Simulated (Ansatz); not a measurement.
## Stability checks on a candidate for Mg₅ZnO₆

The structure comes from a generated guess, relaxed at this level; another structure or a mixture of phases may lie lower.

Level of theory: DFT PBE, scalar-relativistic, plane waves, PAW (Ansatz). Cutoff 420 eV, Γ-centred 8×8×2 mesh (12-atom cell), Gaussian smearing of 0.02 eV, no spin polarisation.

```
Mg Zn O
1.0
     3.26783    0.00000    0.00000
     0.00000    3.26783    0.00000
     0.00000    0.00000   13.77953
Mg Zn O
5 1 6
Direct
  0.00000 0.00000 0.00000
  0.50000 0.50000 0.16697
  0.00000 0.00000 0.33402
  0.00000 0.00000 0.66598
  0.50000 0.50000 0.83303
  0.50000 0.50000 0.50000
  0.50000 0.00000 0.08348
  0.00000 0.50000 0.25048
  0.50000 0.00000 0.41566
  0.00000 0.50000 0.58434
  0.50000 0.00000 0.74952
  0.00000 0.50000 0.91652
```

The zero of energy is the elements' standard structures at the same level (O₂ as a molecule); no fitted shifts are applied.

Q: These tests were run: energy against the elements; phonons on a 2×2×1 q mesh; elastic tensor. What do they show?

A:

```tsv
test	result
energy against the elements	−2.394 eV/atom
phonons on a 2×2×1 q mesh	no imaginary mode on the mesh
elastic tensor	least eigenvalue 22 GPa
```

It fails none of these tests. Whether a mixture of other phases lies lower isn't tested here.

The run for the phonons used an 8×8×2 k mesh. The run for the elastic tensor used an 8×8×2 k mesh.
